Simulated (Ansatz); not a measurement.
# TiAl: clamped-ion strain scan

Theory: DFT r2SCAN, scalar-relativistic, plane waves, PAW in Ansatz. Settings: plane waves to 500 eV, k-mesh 24×24×14 (Γ-centred), Gaussian smearing 0.15 eV. No spin polarisation. Energies are free energies at this smearing, counted from the undisturbed cell; pressure is positive in compression.

Zero of the scan (relaxed at this level; it needn't be the usual structure):

```yaml
crystal:
  lattice:
    - [2.86860, 0.00000, 0.00000]
    - [-1.43430, 2.48428, 0.00000]
    - [0.00000, 0.00000, 4.63387]
  atoms:
    - { symbol: Ti, position: [0.00000, 0.00000, 0.00000] }
    - { symbol: Al, position: [0.33333, 0.66667, 0.50000] }
```

The cell is strained by ε times the Voigt pattern (1, 1, 0, 0, 0, 0) (xx, yy, zz, yz, xz, xy; engineering shear) with fractional coordinates fixed. The cell is metallic on the mesh throughout.

```csv
ε,ΔE (meV/atom),"stress summed along the pattern (GPa, tension positive)",pressure (GPa)
-0.1000,341.5,?,?
-0.0750,179.0,-55.33,22.4
-0.0500,74.4,-32.30,13.3
0.0000,0.0,-0.16,0.0
0.0250,14.9,11.06,-4.8
0.0750,121.0,26.74,-11.7
0.1000,?,31.98,?
```

(1) Give the withheld values.

## Answers

(1) stress summed along the pattern (GPa, tension positive) at ε = -0.1000: -84.02; pressure (GPa) at ε = -0.1000: 33.4; ΔE (meV/atom) at ε = 0.1000: 203.6; pressure (GPa) at ε = 0.1000: -14.1.